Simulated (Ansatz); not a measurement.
### Question
Name crystals whose computed values (the program Ansatz at the r²SCAN level (PAW)) fall in these windows: B₀ by P(V) fit (GPa) 58 to 70; HSE06 gap (eV) 3.6 to 4.3.

### Answer


```
crystal                                        B₀ by P(V) fit (GPa)  HSE06 gap (eV)
---------------------------------------------  --------------------  --------------
Ca2H6Os, Fm-3m (Ca on 8c, H on 24e, Os on 4a)                  63.2            4.00
```
Others may fit too.

Standing as an ambient phase not checked: Ca2H6Os, Fm-3m (Ca on 8c, H on 24e, Os on 4a). The cell was relaxed under the symmetry of its start. Rows with no word on spin ran without spin polarisation. Scalar-relativistic: spin–orbit coupling is off unless named, which matters more the heavier the elements.

Potentials: the later of the program's two PAW sets.
